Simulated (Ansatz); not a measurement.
An Ansatz input:

```yaml
crystal:
  lattice:
    - [-2.011115643, 2.011115643, 2.011115643]
    - [2.011115643, -2.011115643, 2.011115643]
    - [2.011115643, 2.011115643, -2.011115643]
  atoms:
    - { symbol: Yb, position: [0.0, 0.0, 0.0] }
hamiltonian:
  xc: r2scan
  pseudopotentials:
    kind: paw
    azcp:
      Yb: "pseudopotentials/Yb.paw.azcp"
basis:
  ecutwfc: 500
  fft_grid_basis: typed
kpoints:
  mp_grid: { grid: [12, 12, 12], shift: [0, 0, 0] }
magnetization:
  spin_polarized: false
scf:
  occupations: { method: fermi_dirac, width: 0.1 }
  lower_state_search: "off"
output:
  stress: true
```

Output

```
Engine: ansatz 0.2.0, x86_64-unknown-linux-gnu
Pseudopotentials: kind: paw
Pseudopotential: Yb, paw, valence charge 24, recommended cutoff 500 eV (meta_gga) 
Functional definition: r2SCAN
  parameter k0 = 0.174
  parameter k1 = 0.065
  parameter a1 = 4.9479
  exchange = r2scan_x(k0 = k0, k1 = k1, a1 = a1)
  correlation = r2scan_c
Crystal: 1 atoms, lattice volume = 32.537 Å³
Basis set: ecut = 500 eV, 791 PW (Γ), exchange–correlation on 108×108×108 points (64 copies of the dense FFT grid, shifted against one another)
Bands: 16, of which v1, the nominal top of the filled ones, is band 12 counted from 1 (11 counted from 0)
Symmetry: 48 space group operations
Space group: Im-3m (ITA 229), of the structure as read, at distance tolerance 3.2e-5 Å
k-points: 72 of 1728
Non-local potential: Yb, projectors of the file, l = 0: 3, l = 1: 2, l = 2: 2, l = 3: 3
PAW form: soft (Blöchl's): semilocal exchange-correlation on the pseudo side does not see the compensation charge
PAW frozen core: Yb, regenerated for the run's functional (the file was generated under x = pbe(κ = 0.804, μ = 0.2195149727645171), c = pbe(β = 0.06672455060314922))
PAW one-centre angular grid: Yb, 2702 points (default); XC on 160 Gauss nodes
Initial density: superposition of atomic densities (neutral atoms: chi_scale 0, normalization atom), corrected by the library's trained network
Initial wavefunctions: pseudopotential atomic-orbital guess
Functional: x = r2scan, c = r2scan; τ floored in thin density (d = 2e-4 eV/Å³)
SCF iter   1: F=-13805.137661 eV  HF=-13805.937417 eV  |F-HF|=8.00e-1  |Δ(HF+E_count)|=         —  Δρ=4.08e-2  dr2=4.60e-1  dr2_τ=1.92e-3  ethr=1.77e-3  ⟨swp⟩=5.6  Hψ=5800  notcnv=0
SCF iter   2: F=-13770.744364 eV  HF=-13807.275710 eV  |F-HF|=3.65e1  |Δ(HF+E_count)|=    1.34e0  Δρ=3.08e-1  dr2=2.47e1  dr2_τ=3.86e-2  ethr=1.77e-3  ⟨swp⟩=3.9  Hψ=3768  notcnv=0  defer=2  recentre
SCF iter   3: F=-13805.541355 eV  HF=-13805.909328 eV  |F-HF|=3.68e-1  |Δ(HF+E_count)|=    1.37e0  Δρ=2.78e-2  dr2=2.17e-1  dr2_τ=6.43e-4  ethr=1.77e-3  ⟨swp⟩=3.0  Hψ=3261  notcnv=0
SCF iter   4: F=-13805.881621 eV  HF=-13805.883483 eV  |F-HF|=1.86e-3  |Δ(HF+E_count)|=   2.58e-2  Δρ=4.05e-3  dr2=4.60e-3  dr2_τ=2.69e-4  ethr=9.03e-4  ⟨swp⟩=2.9  Hψ=2749  notcnv=0
SCF iter   5: F=-13805.827218 eV  HF=-13805.889520 eV  |F-HF|=6.23e-2  |Δ(HF+E_count)|=   6.04e-3  Δρ=1.07e-2  dr2=3.23e-2  dr2_τ=3.49e-4  ethr=1.92e-5  ⟨swp⟩=2.0  Hψ=1989  notcnv=0
SCF iter   6: F=-13805.856156 eV  HF=-13805.887629 eV  |F-HF|=3.15e-2  |Δ(HF+E_count)|=   1.89e-3  Δρ=1.00e-2  dr2=2.67e-2  dr2_τ=8.79e-6  ethr=1.92e-5  ⟨swp⟩=2.0  Hψ=2454  notcnv=0
SCF iter   7: F=-13805.853252 eV  HF=-13805.887756 eV  |F-HF|=3.45e-2  |Δ(HF+E_count)|=   1.27e-4  Δρ=1.02e-2  dr2=2.77e-2  dr2_τ=1.43e-5  ethr=1.92e-5  ⟨swp⟩=1.0  Hψ=1952  notcnv=0
SCF iter   8: F=-13805.867546 eV  HF=-13805.886772 eV  |F-HF|=1.92e-2  |Δ(HF+E_count)|=   9.84e-4  Δρ=7.57e-3  dr2=1.54e-2  dr2_τ=3.84e-6  ethr=1.92e-5  ⟨swp⟩=1.0  Hψ=1440  notcnv=0
SCF iter   9: F=-13805.881082 eV  HF=-13805.885833 eV  |F-HF|=4.75e-3  |Δ(HF+E_count)|=   9.39e-4  Δρ=3.69e-3  dr2=3.76e-3  dr2_τ=1.32e-6  ethr=1.92e-5  ⟨swp⟩=1.0  Hψ=1440  notcnv=0
SCF iter  10: F=-13805.885398 eV  HF=-13805.885531 eV  |F-HF|=1.32e-4  |Δ(HF+E_count)|=   3.03e-4  Δρ=5.84e-4  dr2=1.16e-4  dr2_τ=3.27e-7  ethr=1.57e-5  ⟨swp⟩=1.0  Hψ=1448  notcnv=0
SCF iter  11: F=-13805.885528 eV  HF=-13805.885528 eV  |F-HF|=1.49e-7  |Δ(HF+E_count)|=   2.50e-6  Δρ=1.56e-4  dr2=1.02e-5  dr2_τ=2.94e-7  ethr=4.84e-7  ⟨swp⟩=1.2  Hψ=1581  notcnv=0
SCF iter  12: F=-13805.885534 eV  HF=-13805.885536 eV  |F-HF|=2.55e-6  |Δ(HF+E_count)|=   7.94e-6  Δρ=1.83e-4  dr2=1.06e-5  dr2_τ=2.51e-6  ethr=4.24e-8  ⟨swp⟩=2.5  Hψ=2007  notcnv=0
SCF iter  13: F=-13805.885530 eV  HF=-13805.885536 eV  |F-HF|=5.91e-6  |Δ(HF+E_count)|=   8.57e-8  Δρ=1.06e-4  dr2=3.97e-6  dr2_τ=6.59e-8  ethr=4.24e-8  ⟨swp⟩=2.2  Hψ=1738  notcnv=0
SCF iter  14: F=-13805.885536 eV  HF=-13805.885536 eV  |F-HF|=1.08e-7  |Δ(HF+E_count)|=   2.73e-8  Δρ=2.62e-5  dr2=5.25e-8  dr2_τ=9.25e-9  ethr=4.17e-10  ⟨swp⟩=3.9  Hψ=5189  notcnv=0
SCF 1 converged in 14 iterations: F = -13805.885536 eV  dr2 = 5.25e-8
SCF converged after 14 iterations
Free energy (F): -13805.885536 eV
Harris-Foulkes:  -13805.885536 eV  (|F-HF|=1.08e-7)
Internal energy: -13805.809881 eV  (E = F + TS)
E sigma→0 (E₀):  -13805.847709 eV
Entropy (-TS):   -0.075655 eV (-75.655 meV/atom)
Fermi energy:    11.870023 eV
--- Per-component energies (eV) ---
  E_band       = 17.387773
  E_kinetic    = 356.872810
  E_local      = -6071.742533  (includes V_loc(G=0)·N_el)
  E_nonlocal   = 541.103927
  E_hartree    = 2641.485436
  E_xc         = -161.055653
  E_vxc        = -229.658470  (∫ρ·V_xc dr)
  E_paw        = -7361.112844  (= ΣΔE_a)
  E_vpaw       = 123.635405  (= ΣTr[D̂ρ^β])
  E_aug_tail   = 0.000002  (compensation charges beyond the density's cutoff)
  E_vtau       = 14.223511  (kinetic-family band-sum trace: ∫τ·v_τ [+ j·A + Jᵃ·Aᵃ] dr)
  E_ewald      = -3752.210232
  E_core_change = 0.849206  (= ΣΔE_core)
  E_smearing   = -0.075655  (= −TS)
  E_closure    = 0.000000  (closes the sum)
  Σ components = -13805.885536   (vs F -13805.885536, Δ=0.00e0)
--- Stress (GPa, compression-positive) ---
        0.904586       0.000000       0.000000
       -0.000000       0.904586      -0.000000
        0.000000       0.000000       0.904586
  P = ⅓ Tr σ = 0.9046 GPa (9.046 kbar)
```

Launched by

```sh
ansatz run input.yaml --threads 1 --pin off --max-ram 3584MiB --backend cpu --events-out ev --progress --plain --runs-dir out
```

On 1 thread of Intel(R) Xeon(R) Platinum 8259CL CPU @ 2.50GHz (Skylake/Cascade Lake) (shared host) this took about 12 s of wall time and 12 s of CPU time.
